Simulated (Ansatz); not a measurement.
AlCuBr4:
```xyz
12
Lattice="5.7729 0.0000 0.0000 0.0000 5.7729 0.0000 0.0000 0.0000 10.5570" Properties=species:S:1:pos:R:3 pbc="T T T"
Al     0.0000     2.8864     7.9178
Al     2.8864     0.0000     2.6393
Cu     2.8864     2.8864     0.0000
Cu     2.8864     2.8864     5.2785
Br     1.3390     4.2587     9.2281
Br     4.2587     4.4339     1.3289
Br     4.4339     1.5141     9.2281
Br     1.5141     1.3390     1.3289
Br     1.3390     1.5141     6.6074
Br     4.2587     1.3390     3.9496
Br     4.4339     4.2587     6.6074
Br     1.5141     4.4339     3.9496
```

Relaxed with r²SCAN. Special points in fractions of this cell's reciprocal vectors: Γ (0.000, 0.000, 0.000); X (0.000, 0.500, 0.000); M (0.500, 0.500, 0.000); Z (0.000, 0.000, 0.500); R (0.000, 0.500, 0.500); A (0.500, 0.500, 0.500).

Question: List the band energies nearest the valence-band maximum at these points for plane-wave PAW r²SCAN with spin–orbit coupling (Ansatz code).

Answer: In eV from the valence-band maximum; about four levels below and three above (degenerate sets whole), none deeper than 8.9 eV; points with the same levels are listed once.

```json
[
 {"k": "Γ", "below": "-0.16 -0.16 -0.16 -0.16 -0.11 -0.11", "above": "2.68 2.68 4.10 4.10"},
 {"k": "X", "below": "-0.18 -0.18 -0.12 -0.12", "above": "4.17 4.17 4.24 4.24"},
 {"k": "M", "below": "-0.12 -0.12 0.00 0.00", "above": "3.74 3.74 3.85 3.85"},
 {"k": "Z", "below": "-0.19 -0.19 -0.19 -0.19", "above": "3.51 3.51 3.51 3.51"},
 {"k": "R", "below": "-0.19 -0.19 -0.12 -0.12", "above": "4.07 4.07 4.32 4.32"},
 {"k": "A", "below": "-0.12 -0.12 -0.12 -0.12", "above": "3.90 3.90 3.90 3.90"}
]
```

Space group P-42c. The workflow started from a Materials Project entry (that database holds measured and hypothetical structures alike); the Crystallography Open Database files this formula in space group No. 112, but the cells were not matched. Its standing as an ambient phase is unchecked. The cell was relaxed with r²SCAN under the symmetry of its start; whether a distortion lowers the energy is not shown. The run is not spin-polarised.

Potentials: the later of the program's two PAW sets.
